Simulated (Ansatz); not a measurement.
Relaxed-ion elastic tensor of Be$_{2}$Sn (fluorite or antifluorite type, Fm-3m) in GPa (Voigt order), r²SCAN in the plane-wave PAW code Ansatz; density 4.65 g/cm³, 16.28 Å³ per atom.

|  | 1 | 2 | 3 | 4 | 5 | 6 |
|---|---|---|---|---|---|---|
| 1 | 82.2 | 72.5 | 72.5 | 0.0 | 0.0 | 0.0 |
| 2 | 72.5 | 82.2 | 72.5 | 0.0 | 0.0 | 0.0 |
| 3 | 72.5 | 72.5 | 82.2 | 0.0 | 0.0 | 0.0 |
| 4 | 0.0 | 0.0 | 0.0 | 40.4 | 0.0 | 0.0 |
| 5 | 0.0 | 0.0 | 0.0 | 0.0 | 40.4 | 0.0 |
| 6 | 0.0 | 0.0 | 0.0 | 0.0 | 0.0 | 40.4 |

Problem. Is the crystal mechanically stable?

Solution. Yes: the smallest eigenvalue of C is 9.7 GPa.

Problem. Work out the Voigt, Reuss and Hill averages.

Solution. K_V = 75.8, K_R = 75.8, K_H = 75.8; G_V = 26.2, G_R = 10.3, G_H = 18.2 GPa.

Problem. Give Young's modulus, Poisson's ratio, Pugh's ratio and the universal anisotropy index.

Solution. E = 9KG/(3K + G) = 50.7 GPa; ν = 0.39; K/G = 4.15 (ductile by the Pugh limit of 1.75); A_U = 5G_V/G_R + K_V/K_R − 6 = 7.75.

Problem. Estimate the sound speeds and the Debye temperature.

Solution. v_l = √((K + 4G/3)/ρ) = 4640 m/s, v_t = √(G/ρ) = 1980 m/s, mean 2240 m/s; Θ = (h/k)(3n/4πV)^(1/3) v_m = 263 K.

Problem. Give the Zener ratio and Young's modulus along [100], [110] and [111].

Solution. A = 2C44/(C11 − C12) = 8.34; 1/E = S11 − 2(S11 − S12 − S44/2)Γ with Γ = 0, 1/4, 1/3 gives 14.2, 40.3, 103 GPa.

A made-up cell: these elements were put on the sites of a structure type; neither database checked (COD, Materials Project) lists it. Whether it is the stable phase at ambient conditions was not checked. Symmetry was held in the r²SCAN relaxation; its stability against distortions is not shown here. As this level gives no gap, shear constants depend on the k-mesh and smearing (Fermi–Dirac, 0.1 eV here). Spin–orbit coupling is left out wherever it is not named.

Potentials: the earlier of the program's two PAW sets. The files were generated under PBE; for other functionals the program regenerates the frozen cores, and for LDA and PBEsol the local potential too.
